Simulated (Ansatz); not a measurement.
Ti₂Cd:
```
Ti2Cd
1.0
   -1.42026     1.42026     6.75419
    1.42026    -1.42026     6.75419
    1.42026     1.42026    -6.75419
Ti Cd
2 1
Direct
  0.67723   0.67723   0.00000
  0.32277   0.32277   0.00000
  0.00000   0.00000   0.00000
```

Relaxed with r²SCAN. Special points in fractions of this cell's reciprocal vectors: Γ (0.000, 0.000, 0.000); X (0.000, 0.000, 0.500); P (0.250, 0.250, 0.250); N (0.000, 0.500, 0.000); M (0.500, 0.500, -0.500); S (0.261, 0.739, -0.261); S0 (-0.261, 0.261, 0.261); R (-0.022, 0.022, 0.500); G (0.500, 0.500, -0.022).

**Question.** List the band energies nearest the Fermi level at these points for the program Ansatz at the r²SCAN level (PAW).

**Answer.** In eV from the Fermi level; about four levels below and three above (degenerate sets whole), none deeper than 8.9 eV; points with the same levels are listed once.

| k | below | above |
|---|---|---|
| Γ | -3.95 -3.58 -1.56 -0.87 | 0.04 1.51 1.51 |
| X | -2.36 -2.25 -1.52 -1.12 | 0.04 1.78 1.85 |
| P | -2.36 -2.25 -1.36 -1.36 | 0.63 0.63 2.37 |
| N | -2.77 -1.84 -1.52 -0.70 | 0.31 0.33 1.30 |
| M | -5.78 -2.20 -1.54 -0.17 | 0.01 1.43 1.43 |
| S | -2.35 -2.09 -1.13 -1.11 | 0.24 0.41 1.31 |
| R | -2.24 -1.50 -1.12 -0.06 | 1.78 1.84 2.33 |

Space group I4/mmm (MoSi2 or CaC2 type). The workflow started from a Materials Project entry (that database holds measured and hypothetical structures alike); the Crystallography Open Database files this formula in space group No. 139, but the cells were not matched. Whether it is the stable phase at ambient conditions was not checked. The r²SCAN relaxation kept the symmetry of its start; its stability against distortions is not shown here. The run is not spin-polarised. Spin–orbit coupling is left out wherever it is not named.

Potentials: the later of the program's two PAW sets.
